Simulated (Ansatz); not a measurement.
One crystal and one scan (frozen-phonon scan) at two levels, r2SCAN (plane waves to 500 eV, PAW, scalar-relativistic; Ansatz, a first-principles code) and PBE (plane waves to 420 eV, PAW, scalar-relativistic; Ansatz), each from its own relaxed cell and on its own mesh. The cell shown is that of r2SCAN.

ZrB2 (AlB2 type, space group P6/mmm)

```yaml
crystal:
  lattice:
    - [3.16770, 0.00000, 0.00000]
    - [-1.58385, 2.74331, 0.00000]
    - [0.00000, 0.00000, 3.55026]
  atoms:
    - { symbol: Zr, position: [0.00000, 0.00000, 0.00000] }
    - { symbol: B, position: [0.33333, 0.66667, 0.50000] }
    - { symbol: B, position: [0.66667, 0.33333, 0.50000] }
```

The atoms are displaced by Q × the pattern below (from a DFPT mode at Γ, largest move 1; Q in Å), at fixed cell.

```tsv
atom	x	y	z
Zr1	0.000	0.000	-0.237
B2	0.000	0.000	1.000
B3	0.000	0.000	1.000
```

ZrB2 is run without spin polarisation. ZrB2 was relaxed with its symmetry unable to fall. With partly filled bands, energies and forces of such displacements shift with the k mesh and the smearing. Percentages come from the unrounded values.

Results of r2SCAN:

- Lattice constant a (Å): 3.168
- Lattice constant c (Å): 3.550
- Harmonic wavenumber from the curvature (finite differences) (cm⁻¹ (negative: imaginary)): 471
- Shape of the curve: a single well with its minimum at or next to zero displacement

Problem. Estimate the PBE values.

Solution. 
| quantity | PBE | r2SCAN − PBE |
|---|---|---|
| Lattice constant a (Å) | 3.171 | -0.003 (-0.1 %) |
| Lattice constant c (Å) | 3.541 | +0.009 (+0.3 %) |
| Harmonic wavenumber from the curvature (finite differences) (cm⁻¹ (negative: imaginary)) | 468 | +3 (+0.7 %) |

r2SCAN gives the higher value for: lattice constant c. They agree on: lattice constant a (within 0.2 %); harmonic wavenumber from the curvature (within 1.5 %). Both give the same shape of the curve: a single well with its minimum at or next to zero displacement.

(A displaced cell: forces are minus the slopes of the energy, force constants its curvatures, and phonons follow from these.)
